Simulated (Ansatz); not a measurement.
Space group Pm-3m (No. 221). a = 4.792 Å, b = 4.792 Å, c = 4.792 Å, α = 90.00°, β = 90.00°, γ = 90.00°
```json
{"atom": "Ca", "site": "3c", "symmetry": "4/mm.m", "x": "0.0000", "y": "0.5000", "z": "0.5000"}
{"atom": "Ge", "site": "1a", "symmetry": "m-3m", "x": "0.0000", "y": "0.0000", "z": "0.0000"}
{"atom": "N", "site": "1b", "symmetry": "m-3m", "x": "0.5000", "y": "0.5000", "z": "0.5000"}
```

Equation of state of this Ca₃GeN structure (not necessarily the ground state), with shape and atoms relaxed at each volume where symmetry leaves them free. It has no gap at any of these volumes. Method: DFT r2SCAN, scalar-relativistic, plane waves, PAW in Ansatz.

Cutoff 500 eV; k points 8×8×8 on the computed 5-atom cell (Γ-centred); Gaussian smearing, width 0.10 eV; no spin polarisation.

| V (Å³/atom) | E − E(largest V) (meV/atom) | P (GPa) |
| --- | --- | --- |
| 19.369 | 38.13 | 10.03 |
| 20.029 | 3.49 | 6.90 |
| 20.689 | -19.25 | 4.23 |
| 21.350 | -31.81 | 1.95 |
| 22.010 | -35.65 | -0.01 |
| 22.670 | -32.00 | -1.70 |
| 23.331 | -21.91 | -3.14 |
| 24.211 | 0.00 | -4.75 |

Problem. Fit a third-order Birch–Murnaghan equation to E(V).

Solution. V0 = 22.00 Å³/atom, B0 = 61 GPa, B0' = 4.1.

Spin polarisation was left out, and a magnetic state may lie lower.